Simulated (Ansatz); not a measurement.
Space group Im-3m (No. 229). a = 9.885 Å, b = 9.885 Å, c = 9.885 Å, α = 90.00°, β = 90.00°, γ = 90.00°
| atom | site | symmetry | x | y | z |
| --- | --- | --- | --- | --- | --- |
| Si | 16f | .3m | 0.1569 | 0.1569 | 0.1569 |
| O | 8c | .-3m | 0.2500 | 0.2500 | 0.2500 |
| O | 24h | m.m2 | 0.1889 | 0.1889 | 0.0000 |

Equation of state of this SiO2 structure (not necessarily the ground state), with shape and atoms relaxed at each volume where symmetry leaves them free. The calculation used DFT r2SCAN, scalar-relativistic, plane waves, PAW (Ansatz 0.2.0).

Cutoff 500 eV; k points 4×4×4 on the computed 24-atom cell (Γ-centred); Gaussian smearing, width 0.02 eV; no spin polarisation.

```json
{"V (Å³/atom)": "17.706", "E − E(largest V) (meV/atom)": "54.07", "P (GPa)": "15.99", "gap on mesh (eV)": "6.01"}
{"V (Å³/atom)": "18.309", "E − E(largest V) (meV/atom)": "2.91", "P (GPa)": "11.25", "gap on mesh (eV)": "6.17"}
{"V (Å³/atom)": "18.913", "E − E(largest V) (meV/atom)": "-31.40", "P (GPa)": "7.04", "gap on mesh (eV)": "6.26"}
{"V (Å³/atom)": "19.517", "E − E(largest V) (meV/atom)": "-50.72", "P (GPa)": "3.29", "gap on mesh (eV)": "6.29"}
{"V (Å³/atom)": "20.120", "E − E(largest V) (meV/atom)": "-56.77", "P (GPa)": "0.00", "gap on mesh (eV)": "6.27"}
{"V (Å³/atom)": "20.724", "E − E(largest V) (meV/atom)": "-51.10", "P (GPa)": "-2.94", "gap on mesh (eV)": "6.20"}
{"V (Å³/atom)": "21.327", "E − E(largest V) (meV/atom)": "-35.13", "P (GPa)": "-5.49", "gap on mesh (eV)": "6.10"}
{"V (Å³/atom)": "22.132", "E − E(largest V) (meV/atom)": "0.00", "P (GPa)": "-8.41", "gap on mesh (eV)": "5.89"}
```

Question: Fit a third-order Birch–Murnaghan equation to E(V).

Answer: V0 = 20.12 Å³/atom, B0 = 103 GPa, B0' = 3.1.

The gaps are read on the mesh, which can miss the band edges, so they can be too wide.

This form isn't the usual stable structure of the compound.

Cost: 8 runs of about 54 core-minutes in all, on Intel Xeon Processor @ 2.50GHz (Skylake/Cascade Lake) (shared hosts).